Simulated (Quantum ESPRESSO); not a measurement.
# Computed records: Al2ZnGeN4 (made-up cell)

All values are calculated (Quantum ESPRESSO 7.5). Calculation on a made-up crystal cell, not a measurement: periodic Kohn-Sham density functional theory in plane waves with PseudoDojo standard norm-conserving scalar-relativistic pseudopotentials, each functional with its own files (v0.5 for PBE, v0.4.1 for LDA and PBEsol), no spin polarisation, no spin-orbit coupling, atoms not relaxed, stress positive in tension, energies less a fixed whole-eV offset for each atom's element; levels are Kohn-Sham levels at fractions of this cell's reciprocal vectors, counted from the reference band (half the neutral cell's valence electrons, rounded up) at Gamma; error bars cover cutoff and k-mesh only, not smearing or the files; added strain carries the atoms with the cell, and shear is the tensor component; each bar is the largest change over components, and at least 0.002 eV, 0.002 eV per angstrom or 0.02 GPa; energies are for the whole cell, and the offsets were chosen from early runs and are not element reference energies.

Common to all runs: lattice type wurtzite; functional pbe; cutoff 1143 eV; fermi dirac smearing 0.025 eV; scf tolerance 1e-07 eV; electrons removed 0; k mesh 6 x 4 x 4, shifted by half a step.

```yaml
- entry: 1
  formula: Al2ZnGeN4
  kind: "made-up cell"
  structure:
    cell_angstrom:
      - [3.1994, -0.0047, -0.0336]
      - [-0.0081, 5.3443, -0.0387]
      - [-0.0549, -0.0365, 5.1128]
    atoms_fractional:
      - [Ge, -0.00685, 0.00574, 0.01181]
      - [Zn, 0.47653, 0.50162, 0.008]
      - [Al, 0.50212, 0.16802, 0.50657]
      - [Al, 0.03123, 0.67117, 0.47894]
      - ["N", -0.00707, -0.02751, 0.36982]
      - ["N", 0.47638, 0.5013, 0.37455]
      - ["N", 0.51683, 0.17153, 0.88093]
      - ["N", -0.00977, 0.66863, 0.88215]
  given:
    atom_site: [1, 2, 3, 4, 5, 6, 7, 8]
    "atom_energy_offset [eV]": [-2430, -5687, -64, -64, -283, -283, -283, -283]
  results:
    "free_energy_less_offsets [eV]": -1.373
    "smearing_term_minus_ts [eV]": 0.0
    scf_iterations: 13
    "pressure [GPa]": 8.847
    "stress_xx [GPa]": -0.8121
    "stress_yy [GPa]": -15.86
    "stress_zz [GPa]": -9.864
    "stress_yz [GPa]": 1.852
    "stress_xz [GPa]": -1.413
    "stress_xy [GPa]": 5.898
    force_site: [1, 2, 3, 4, 5, 6, 7, 8]
    "force_x [eV/angstrom]": [0.6731, 0.6192, -0.07632, -2.257, 0.0112, 2.145, -0.7346, -0.3809]
    "force_y [eV/angstrom]": [-2.307, 1.53, 0.5569, -3.745, 5.258, -1.585, -2.276, 2.569]
    "force_z [eV/angstrom]": [-2.061, -0.727, -0.6335, 2.983, 0.4909, 2.565, -0.6982, -1.919]
    "error_bar_energy [eV]": 0.002
    "error_bar_stress [GPa]": 0.02802
    "error_bar_force [eV/angstrom]": 0.002812
    error_bars_from: "tighter rerun of a related cell"
- entry: 2
  formula: Al2ZnGeN4
  kind: "made-up cell"
  structure:
    cell_angstrom:
      - [3.1994, -0.0047, -0.0336]
      - [-0.0081, 5.3443, -0.0387]
      - [-0.0549, -0.0365, 5.1128]
    atoms_fractional:
      - [Ge, -0.00685, 0.00574, 0.01181]
      - [Zn, 0.47653, 0.50162, 0.008]
      - [Al, 0.50212, 0.16802, 0.50657]
      - [Al, 0.03123, 0.67117, 0.47894]
      - ["N", -0.00706, -0.02418, 0.36984]
      - ["N", 0.47638, 0.5013, 0.37455]
      - ["N", 0.51683, 0.17153, 0.88093]
      - ["N", -0.00977, 0.66863, 0.88215]
  given:
    atom_site: [1, 2, 3, 4, 5, 6, 7, 8]
    "atom_energy_offset [eV]": [-2430, -5687, -64, -64, -283, -283, -283, -283]
  results:
    "free_energy_less_offsets [eV]": -1.461
    "smearing_term_minus_ts [eV]": 0.0
    scf_iterations: 13
    "pressure [GPa]": 8.527
    "stress_xx [GPa]": -0.878
    "stress_yy [GPa]": -14.95
    "stress_zz [GPa]": -9.754
    "stress_yz [GPa]": 1.458
    "stress_xz [GPa]": -1.384
    "stress_xy [GPa]": 5.808
    force_site: [1, 2, 3, 4, 5, 6, 7, 8]
    "force_x [eV/angstrom]": [0.6726, 0.6205, -0.08156, -2.293, 0.05101, 2.149, -0.7382, -0.3811]
    "force_y [eV/angstrom]": [-2.257, 1.517, 0.6299, -3.347, 4.663, -1.502, -2.282, 2.579]
    "force_z [eV/angstrom]": [-2.088, -0.7249, -0.6225, 2.832, 0.653, 2.567, -0.712, -1.904]
    "error_bar_energy [eV]": 0.002
    "error_bar_stress [GPa]": 0.02802
    "error_bar_force [eV/angstrom]": 0.002812
    error_bars_from: "tighter rerun of a related cell"
- entry: 3
  formula: Al2ZnGeN4
  kind: "made-up cell"
  structure:
    cell_angstrom:
      - [3.1994, -0.0047, -0.0336]
      - [-0.0081, 5.3443, -0.0387]
      - [-0.0549, -0.0365, 5.1128]
    atoms_fractional:
      - [Ge, -0.00685, 0.00574, 0.01181]
      - [Zn, 0.47653, 0.50162, 0.008]
      - [Al, 0.50212, 0.16802, 0.50657]
      - [Al, 0.03123, 0.67117, 0.47894]
      - ["N", -0.007, -0.0021, 0.37001]
      - ["N", 0.47638, 0.5013, 0.37455]
      - ["N", 0.51683, 0.17153, 0.88093]
      - ["N", -0.00977, 0.66863, 0.88215]
  given:
    atom_site: [1, 2, 3, 4, 5, 6, 7, 8]
    "atom_energy_offset [eV]": [-2430, -5687, -64, -64, -283, -283, -283, -283]
  results:
    "stress_xy [GPa]": null
```

**Q.** What stress xy does the calculation give for Al2ZnGeN4 (made-up cell) (entry 3)?
**A.** 5.375 GPa

**Q.** Give the table of forces values for Al2ZnGeN4 (made-up cell) (entry 3).
**A.** 
Forces:
| site | x (eV/Å) | y (eV/Å) | z (eV/Å) |
| --- | --- | --- | --- |
| 1 | 0.6689 | -1.944 | -2.197 |
| 2 | 0.6288 | 1.432 | -0.7089 |
| 3 | -0.1212 | 1.141 | -0.5001 |
| 4 | -2.461 | -1.452 | 2.159 |
| 5 | 0.2511 | 1.458 | 1.281 |
| 6 | 2.179 | -0.9491 | 2.57 |
| 7 | -0.7623 | -2.324 | -0.8001 |
| 8 | -0.383 | 2.638 | -1.804 |

Further results for Al2ZnGeN4 (made-up cell) (entry 3):

```
free energy less offsets : -1.81 eV
smearing term minus ts   : 0 eV
scf iterations           : 13
pressure                 : 7.171 GPa
stress xx                : -1.737 GPa
stress yy                : -10.54 GPa
stress zz                : -9.239 GPa
stress yz                : -0.4484 GPa
stress xz                : -1.262 GPa
error bar energy         : 0.002 eV
error bar stress         : 0.02802 GPa
error bar force          : 0.002812 eV/Å
error bars from          : tighter rerun of a related cell
```
